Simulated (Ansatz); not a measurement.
V2O5:
```cif
data_O10V4
_chemical_formula_sum 'V4 O10'
_space_group_name_H-M_alt 'C2/m'
_space_group_IT_number 12
_space_group_name_Hall '-C 2y'
_cell_length_a 11.48196
_cell_length_b 3.53880
_cell_length_c 4.29949
_cell_angle_alpha 90.000
_cell_angle_beta 90.249
_cell_angle_gamma 90.000
loop_
_atom_site_label
_atom_site_type_symbol
_atom_site_symmetry_multiplicity
_atom_site_Wyckoff_symbol
_atom_site_fract_x
_atom_site_fract_y
_atom_site_fract_z
_atom_site_occupancy
V1 V 4 i 0.35177 0.00000 0.39001 1
O1 O 2 d 0.00000 0.50000 0.50000 1
O2 O 4 i 0.18140 0.00000 0.50241 1
O3 O 4 i 0.35394 0.00000 0.02378 1
```
(The calculation used a cell of 7 atoms; values per cell refer to that cell.)

This is the r²SCAN+D4-relaxed structure.

Problem. All from the program Ansatz at the r²SCAN+D4 level (PAW), unless another level is named. Give the formation energy from the elements (no fitted shifts).

Solution. -237 kJ/mol of atoms.

Problem. What about the band gap?

Solution. 1.97 eV (indirect).

Problem. Give the weight of the conduction-edge state by species (Voronoi cells).

Solution. V 85 %, O 15 %.

The first step of the workflow began from a Materials Project structure, measured or hypothetical; the Crystallography Open Database copy checked does not list it. COD files the formula under space group No. 31, 59, so this cell is another polymorph or a model. Its standing as an ambient phase is unchecked. The r²SCAN+D4 relaxation kept the symmetry of its start; its stability against distortions is not shown here. The run is not spin-polarised. No Hubbard U is applied. The references are the lowest solids computed at this level, not always the standard phases (solids in place of the gases).

Potentials: the later of the program's two PAW sets.
